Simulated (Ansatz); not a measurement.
Given:

LaFe2P2:
```
LaFe2P2
1.0
   -1.89467     1.89467     5.51014
    1.89467    -1.89467     5.51014
    1.89467     1.89467    -5.51014
La Fe P
1 2 2
Direct
  0.00000   0.00000   0.00000
  0.75000   0.25000   0.50000
  0.25000   0.75000   0.50000
  0.65236   0.65236   0.00000
  0.34764   0.34764   0.00000
```

This is the r²SCAN-relaxed structure.

All from plane-wave PAW r²SCAN (Ansatz code), unless another level is named. Give the electronic character.

metallic (no gap).

Next, the formation energy from the elements (no fitted shifts)?

-0.87 eV/atom.

And the density of states at the Fermi level?

0.76 states/eV per atom (mean over ±0.08 eV).

Space group I4/mmm. The first step of the workflow began from a Materials Project structure, measured or hypothetical; the Crystallography Open Database copy checked does not list it. Its standing as an ambient phase is unchecked. The r²SCAN relaxation kept the symmetry of its start; its stability against distortions is not shown here. The run is not spin-polarised. The references are the lowest solids computed at this level, not always the standard phases. Spin–orbit coupling is left out wherever it is not named.

Potentials: the later of the program's two PAW sets.
